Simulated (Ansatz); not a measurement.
PtPb4 in space group P4/nbm (No. 125; Pt on 2a, Pb on 8m), PBEsol in the plane-wave PAW code Ansatz, all energies at zero smearing, with the estimated change up to a 700 eV cutoff added, with one set of potentials and settings (totals compare only within such a set). Cell of 10 atoms (2 Pt, 8 Pb): -118808.358 eV.

| element | reference phase | E (eV/atom) |
|---|---|---|
| Pt | Fm-3m, 1 atoms in the cell | -12383.8180 |
| Pb | Fm-3m, 1 atoms in the cell | -11754.9486 |

Formation energy per atom, worked out: (-118808.358 − 2×(-12383.8180) − 8×(-11754.9486))/10 = -0.113 eV/atom (-11 kJ per mol of atoms), at 0 K, without zero-point energy or fitted corrections.

The first step of the workflow began from a Materials Project structure, measured or hypothetical; the Crystallography Open Database files this formula in space group No. 125, but the cells were not matched. Its standing as an ambient phase is unchecked. The cell was relaxed with PBEsol under the symmetry of its start; its stability against distortions is not shown here. No spin polarisation was allowed. The references are the lowest solids computed at this level, not always the standard phases. Scalar-relativistic: spin–orbit coupling is off unless named, which matters more the heavier the elements.

Potentials: the later of the program's two PAW sets.
